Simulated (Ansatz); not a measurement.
Y (hcp (Mg type), P6_3/mmc) at seven volumes, plane-wave PAW PBE+D3(BJ) (Ansatz code), shape and atoms relaxed at each. One row is withheld.

```json
[
 {"V (Å³/atom)": "28.652", "P (GPa)": "4.53"},
 {"V (Å³/atom)": "29.597", "P (GPa)": "2.84"},
 {"V (Å³/atom)": "30.541", "P (GPa)": "1.35"},
 {"V (Å³/atom)": "31.486", "P (GPa)": "0.00"},
 {"V (Å³/atom)": "32.431", "P (GPa)": "?"},
 {"V (Å³/atom)": "33.375", "P (GPa)": "-2.26"},
 {"V (Å³/atom)": "34.320", "P (GPa)": "-3.21"}
]
```

Q: Fit the shown pressures and predict the withheld one.

A: P = (3/2)B₀(x^(7/2) − x^(5/2))[1 + (3/4)(B′ − 4)(x − 1)] with x = (V₀/V)^(2/3). Least squares on the six rows gives V₀ = 31.488 Å³/atom, B₀ = 42.2 GPa, B′ = 2.81. At V = 32.431, x = 0.9805 and P = -1.19 GPa. The run itself gave -1.20 GPa.

The cell was relaxed with PBE+D3(BJ) under the symmetry of its start. The run is not spin-polarised. The pairwise dispersion correction was not fitted to metals.

Potentials: the earlier of the program's two PAW sets.
